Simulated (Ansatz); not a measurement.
## Computed energy against volume: Fe (bcc, W type)

Fe (bcc, W type)

```xyz
1
Lattice="-1.3935 1.3935 1.3935 1.3935 -1.3935 1.3935 1.3935 1.3935 -1.3935" Properties=species:S:1:pos:R:3 pbc="T T T"
Fe     0.0000     0.0000     0.0000
```

This relaxed cell (volume V₀) is scaled evenly in all directions, its shape held. Symmetry pins the atoms to their sites.

Calculation: PBEsol (plane waves to 420 eV, PAW, scalar-relativistic; Ansatz, a program for electronic structure). k mesh 23×23×23 (Γ-centred), Fermi-Dirac smearing 0.05 eV. The energy includes the smearing's −TS. Compression counts positive. Fe was relaxed with its symmetry unable to fall. Relaxed Fe ends ferromagnetic. The magnetic order is the one the run started from; other orders were not tried. ΔE is measured from the relaxed starting cell.

```json
[
 {"V (Å³/cell)": "9.09", "ΔE (eV/atom)": "0.271", "moment (μB/cell)": "1.80", "P (GPa)": "58.9"},
 {"V (Å³/cell)": "9.38", "ΔE (eV/atom)": "0.178", "moment (μB/cell)": "1.87", "P (GPa)": "45.3"},
 {"V (Å³/cell)": "9.67", "ΔE (eV/atom)": "0.107", "moment (μB/cell)": "1.93", "P (GPa)": "33.5"},
 {"V (Å³/cell)": "9.96", "ΔE (eV/atom)": "0.057", "moment (μB/cell)": "1.97", "P (GPa)": "23.0"},
 {"V (Å³/cell)": "10.25", "ΔE (eV/atom)": "0.023", "moment (μB/cell)": "2.01", "P (GPa)": "13.9"},
 {"V (Å³/cell)": "10.54", "ΔE (eV/atom)": "0.005", "moment (μB/cell)": "2.04", "P (GPa)": "6.3"},
 {"V (Å³/cell)": "10.82", "ΔE (eV/atom)": "0.000", "moment (μB/cell)": "2.10", "P (GPa)": "0.0"},
 {"V (Å³/cell)": "11.11", "ΔE (eV/atom)": "0.005", "moment (μB/cell)": "2.15", "P (GPa)": "-5.4"},
 {"V (Å³/cell)": "11.40", "ΔE (eV/atom)": "0.019", "moment (μB/cell)": "2.18", "P (GPa)": "-10.2"},
 {"V (Å³/cell)": "11.69", "ΔE (eV/atom)": "0.041", "moment (μB/cell)": "2.21", "P (GPa)": "-14.4"},
 {"V (Å³/cell)": "11.98", "ΔE (eV/atom)": "0.071", "moment (μB/cell)": "2.25", "P (GPa)": "-17.8"},
 {"V (Å³/cell)": "12.27", "ΔE (eV/atom)": "0.105", "moment (μB/cell)": "2.30", "P (GPa)": "-20.4"},
 {"V (Å³/cell)": "12.56", "ΔE (eV/atom)": "0.143", "moment (μB/cell)": "2.39", "P (GPa)": "-21.8"}
]
```

Derived quantities:

```yaml
pressure_at_the_smallest_volume: 58.9 GPa
energy_cost_of_the_largest_compression: 271 meV/atom
energy_cost_of_the_largest_expansion: 143 meV/atom
Bulk modulus B₀ (third-order Birch-Murnaghan fit): 223 GPa
Pressure derivative B₀′ (fit): 4.9
equilibrium_volume_of_the_fit: 10.82 Å³/atom
Pressure for 5 % compression (fit): 13.0 GPa
```

The 13 points together took very roughly 3 core-minutes.

(A scan under strain: stresses follow from slopes of the energy per volume, elastic moduli from its curvatures.)
